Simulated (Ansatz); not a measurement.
This guess for Sn4Se is about to be relaxed.

```
CELL_PARAMETERS angstrom
0.00000 4.32369 4.32369
4.32369 0.00000 4.32369
4.32369 4.32369 0.00000
ATOMIC_POSITIONS crystal
Sn 0.13337 0.13337 0.13337
Sn 0.13337 0.13337 0.59989
Sn 0.13337 0.59989 0.13337
Sn 0.59989 0.13337 0.13337
Se 0.50000 0.50000 0.50000
```

Level of theory: Ansatz 0.2.0, DFT PBE, scalar-relativistic, plane waves, PAW. Cutoff 420 eV, Gaussian smearing, Γ-centred meshes. Cell and atoms relax first on a coarse mesh and then on a finer one. In between, the cell is made exact in the group found at 0.06 Å. In metals the finer mesh still leaves noise of several meV/atom or more. The steps can't lower the symmetry of their start. No spin polarisation.

A guess keeps its type if space group and coordination stay and the shape of the cell changes little (axis ratios within about 15 %, angles within 6°); the volume may change.

**Question.** Does it keep its structure type, or change into something else?

**Answer.** It keeps its type. The symmetry stays F-43m (No. 216). The volume per atom grows by 3.3 %, from 32.3 to 33.4 Å³. The shortest distance goes from 2.85 Å (Sn–Sn) to 3.09 Å (Sn–Sn). Counting neighbours within 15 % of an atom's shortest distance, the start has Se 12, Sn 6 and the end Se 12, Sn 6.

The zero of energy is the elements' standard structures at the same level; no fitted shifts are applied. The references include grey tin.

**Question.** At what energy does it end?

**Answer.** +0.33 eV/atom. The separate elements lie lower, so it is unstable against them.

The last run used an 8×8×8 mesh for its 5-atom cell and Gaussian smearing of 0.10 eV. The reference form of Se is held partly by dispersion forces, which this level lacks. A structure relaxed within its symmetry needn't be a true minimum. Another cell of Sn4Se relaxed alike, in Fd-3m, lies 171 meV/atom lower, so this cell isn't the stable form at this level.
